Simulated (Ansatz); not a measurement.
Input and command of a plane-wave DFT calculation in Ansatz:

```yaml
crystal:
  lattice:
    - [5.0174651784, 0.0, 0.0]
    - [0.0, 5.0174651784, 0.0]
    - [0.0, 0.0, 9.2653212544]
  atoms:
    - { symbol: Li, position: [0.5, 0.5, 0.0] }
    - { symbol: Li, position: [0.5, 0.5, 0.5] }
    - { symbol: Cl, position: [0.2495797629, 0.0, 0.0] }
    - { symbol: Cl, position: [0.7504202371, 0.0, 0.0] }
    - { symbol: Cl, position: [0.0, 0.2495797629, 0.5] }
    - { symbol: Cl, position: [0.0, 0.7504202371, 0.5] }
basis:
  ecutwfc: 420
kpoints:
  mp_grid: { grid: [8, 8, 4] }
hamiltonian:
  xc: pbe
scf:
  occupations: { method: gaussian, width: 0.1 }
output:
  forces: true
  stress: true
  eigenvalues: true
relax:
  adjacent_minimum: "off"
  f_tol: 0.01
  max_steps: 80
  cell: { stress_tol: 0.05 }
```

```bash
ansatz run input.yaml --threads 1 --pin off --max-ram 2560MiB --backend cpu --events-out ev --progress --plain --runs-dir out
```

Processor: AMD EPYC 7R43 64-Core Processor (Zen 3), 1 thread, on a host shared with other jobs.

Problem. Estimate time, memory and problem size.

Solution. About 4.3 min on 1 thread of AMD EPYC 7R43 64-Core Processor (Zen 3), with other jobs on the host, peak memory 0.67 GiB. It solves 23 bands at 45 k points (the mesh reduced by the symmetry that the task leaves, which can be less than the crystal's) with about 6061 plane waves (on the last cell), in 94 SCF iterations over 14 ionic steps.
